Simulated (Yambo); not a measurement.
SrCd₂P₂ (space group P-3m1, No. 164), G0W0@LDA (Yambo, plasmon pole, terminator in G, 3×3×2 mesh): gap Γ → Γ in eV by bands and screening block.

```json
[
 {"bands (W and G)": "59", "2 Ry": "1.26", "3 Ry": "1.32", "5 Ry": "1.38", "6 Ry": "1.39", "8 Ry": "1.39"},
 {"bands (W and G)": "90", "2 Ry": "1.16", "3 Ry": "1.24", "5 Ry": "?", "6 Ry": "1.34", "8 Ry": "1.34"},
 {"bands (W and G)": "130", "2 Ry": "?", "3 Ry": "1.19", "5 Ry": "1.30", "6 Ry": "1.31", "8 Ry": "1.32"},
 {"bands (W and G)": "180", "2 Ry": "1.10", "3 Ry": "?", "5 Ry": "1.28", "6 Ry": "1.30", "8 Ry": "1.31"},
 {"bands (W and G)": "230", "2 Ry": "1.10", "3 Ry": "1.16", "5 Ry": "1.28", "6 Ry": "1.30", "8 Ry": "1.31"}
]
```

Task: Estimate the withheld gaps from their neighbours; the computed values follow.

Result: 
- 90, 5 Ry: 1.33
- 130, 2 Ry: 1.12
- 180, 3 Ry: 1.17

The largest settings aren't shown to be the converged limit.

Spin-orbit coupling is not included.

Geometry of the Materials Project entry, not relaxed at this level; primitive cell a = 4.3595 Å, b = 4.3595 Å, c = 7.3115 Å, α = 90.00°, β = 90.00°, γ = 120.00°.

The structure is a Materials Project entry; no match was found in the copy of COD used, and its stability was not checked.
